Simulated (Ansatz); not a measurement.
AlAs (zinc blende)

```cif
data_Al4As4
_chemical_formula_sum 'As4 Al4'
_space_group_name_H-M_alt 'F-43m'
_space_group_IT_number 216
_space_group_name_Hall 'F -4 2 3'
_cell_length_a 5.72844
_cell_length_b 5.72844
_cell_length_c 5.72844
_cell_angle_alpha 90.000
_cell_angle_beta 90.000
_cell_angle_gamma 90.000
loop_
_atom_site_label
_atom_site_type_symbol
_atom_site_symmetry_multiplicity
_atom_site_Wyckoff_symbol
_atom_site_fract_x
_atom_site_fract_y
_atom_site_fract_z
_atom_site_occupancy
As1 As 4 c 0.25000 0.25000 0.25000 1
Al1 Al 4 a 0.00000 0.00000 0.00000 1
```
(The calculation used a cell of 2 atoms; values per cell refer to that cell.)

Two coordinates are scanned: the volume, and the ratio of the stretch along z (the conventional c axis) to the stretch across it. Atoms keep their fractional coordinates.

The numbers are results of PBE (plane waves to 420 eV, PAW, scalar-relativistic; Ansatz, a first-principles code), not measurements. k mesh 10×10×10 (Γ-centred), Fermi-Dirac smearing 0.05 eV. Stress and pressure are positive under compression. AlAs was relaxed with its symmetry unable to fall. 

Q: Estimate the σzz (GPa) for all points of the grid V/V₀ = 0.920, 0.960, 1.000, 1.040, 1.080 by (c/a)/(c/a)₀ = 0.920, 0.960, 1.000, 1.040, 1.080.

A: σzz (GPa), with V/V₀ across and (c/a)/(c/a)₀ down:

```csv
(c/a)/(c/a)₀ \ V/V₀,0.920,0.960,1.000,1.040,1.080
0.920,8.75,5.23,2.37,0.04,-1.85
0.960,7.91,4.28,1.33,-1.06,-3.00
1.000,6.70,3.00,0.00,-2.42,-4.37
1.040,5.15,1.42,-1.59,-4.00,-5.94
1.080,3.29,-0.43,-3.41,-5.79,-7.68
```

(Under strain, the slope of the energy per volume gives the stress and its curvature an elastic modulus.)
